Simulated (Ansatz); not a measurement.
Theory: DFT PBE, scalar-relativistic, plane waves, PAW in Ansatz 0.2.0. Settings: cutoff 420 eV, Γ-centred meshes spaced at most about 0.3 Å⁻¹, and about 0.25 Å⁻¹ or finer for metals (2π included), Gaussian smearing. No spin polarisation in the final relaxations.

These are static total energies at zero pressure.

Two forms of SbTe₂O₃ were relaxed alike.

A.

```
CELL_PARAMETERS angstrom
5.55441 0.00000 0.00000
-2.77721 4.81026 0.00000
0.00000 0.00000 3.64261
ATOMIC_POSITIONS crystal
Sb 0.00000 0.00000 0.00000
Te 0.33333 0.66667 0.50000
Te 0.66667 0.33333 0.50000
O 0.50000 0.00000 0.00000
O 0.00000 0.50000 0.00000
O 0.50000 0.50000 0.00000
```

B.

```
CELL_PARAMETERS angstrom
5.76027 0.00000 0.00000
-2.88014 4.98854 0.00000
0.00000 0.00000 3.36749
ATOMIC_POSITIONS crystal
Sb 0.00000 0.00000 0.00000
Te 0.33333 0.66667 0.00000
Te 0.66667 0.33333 0.00000
O 0.50000 0.00000 0.50000
O 0.50000 0.50000 0.50000
O 0.00000 0.50000 0.50000
```

Problem. Which form is favoured at zero pressure, and by what margin per atom?

Solution. B is lower, by 49 meV/atom. A has space group P6/mmm (No. 191), 16.2 Å³/atom and no gap on its mesh; B has space group P6/mmm (No. 191), 16.1 Å³/atom and no gap. The shortest distance is 2.43 Å (Te–O) in A and 2.37 Å (Te–O) in B. In A, Sb has 6 O at 2.78 Å; around Te lie 6 O at 2.43 Å; O is surrounded by 4 Te at 2.43 Å, 2 Sb at 2.78 Å and 4 O at 2.78 Å. In B, Sb is surrounded by 6 Te at 3.33 Å, 12 O at 3.34 Å and 2 Sb at 3.37 Å; Te is surrounded by 6 O at 2.37 Å, 3 Sb at 3.33 Å and 5 Te at 3.33–3.37 Å; around O lie 4 Te at 2.37 Å, 4 O at 2.88 Å and 4 Sb at 3.34 Å. Both come from invented guesses. A third cell relaxed alike, in P4mm, lies 0.32 eV/atom below the lower of the two.

Spin–orbit coupling, which can matter for Sb and Te, is left out. In P6/mmm at 16.2 Å³/atom, P6/mmm at 16.1 Å³/atom an odd number of electrons in the primitive cell allows no gap without spin; a larger cell or a magnetic state could open one. A magnetic state wasn't ruled out in cells without spin, among them P6/mmm at 16.2 Å³/atom, P6/mmm at 16.1 Å³/atom. Cells relaxed within their symmetry can be saddle points.
